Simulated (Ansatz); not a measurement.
# WO3, first-principles data

WO3:
```cif
data_O12W4
_chemical_formula_sum 'W4 O12'
_space_group_name_H-M_alt 'P 1'
_space_group_IT_number 1
_cell_length_a 7.52110
_cell_length_b 7.52110
_cell_length_c 3.83764
_cell_angle_alpha 90.000
_cell_angle_beta 90.000
_cell_angle_gamma 90.000
loop_
_space_group_symop_operation_xyz
  'x, y, z'
loop_
_atom_site_label
_atom_site_type_symbol
_atom_site_fract_x
_atom_site_fract_y
_atom_site_fract_z
_atom_site_occupancy
W1 W 0.73240 0.23240 0.05327 1
W2 W 0.23240 0.26760 0.94673 1
W3 W 0.26760 0.76760 0.05327 1
W4 W 0.76760 0.73240 0.94673 1
O1 O 0.74440 0.24440 0.51369 1
O2 O 0.24440 0.25560 0.48631 1
O3 O 0.25560 0.75560 0.51369 1
O4 O 0.75560 0.74440 0.48631 1
O5 O 0.25073 0.00632 0.00370 1
O6 O 0.00632 0.74927 0.99630 1
O7 O 0.74927 0.99368 0.00370 1
O8 O 0.99368 0.25073 0.99630 1
O9 O 0.75073 0.49368 0.99630 1
O10 O 0.50632 0.75073 0.00370 1
O11 O 0.24927 0.50632 0.99630 1
O12 O 0.49368 0.24927 0.00370 1
```

Space group P-42_1m (No. 113); conventional cell a = b = 7.5211 Å, c = 3.8376 Å, α = β = γ = 90.00°.

Method: plane-wave PAW LDA (Ansatz code). Geometry: relaxed at this level of theory. Other levels are named where they apply.

### Cell and energy

```yaml
volume_per_atom: 13.57 Å³
density: 7.09 g/cm³
Formation energy from the elements (no fitted shifts): -2.25 eV/atom
```

### Electronic structure

```yaml
band_gap: 1.09 eV (smallest direct gap 1.10 eV)
valence_band_maximum: at Z
conduction_band_minimum: at Γ
electron_effective_mass: 0.22, 0.22, 22 mₑ (principal values)
```

### Phonons

```yaml
Highest zone-centre frequency (without LO–TO term): 131.2 meV
zone_centre_stability: unstable, softest mode 45i cm⁻¹
```

The first step of the workflow began from a Materials Project structure, measured or hypothetical; the Crystallography Open Database copy checked does not list it. COD files the formula under space group No. 2, 14, 62, 129, 130, 191. Its standing as an ambient phase is unchecked. Symmetry was held in the LDA relaxation; phonons show weakly imaginary modes. No spin polarisation was allowed. No Hubbard U is applied. The references are the lowest solids computed at this level, not always the standard phases (solids in place of the gases). Spin–orbit coupling is left out wherever it is not named.

Potentials: the later of the program's two PAW sets.
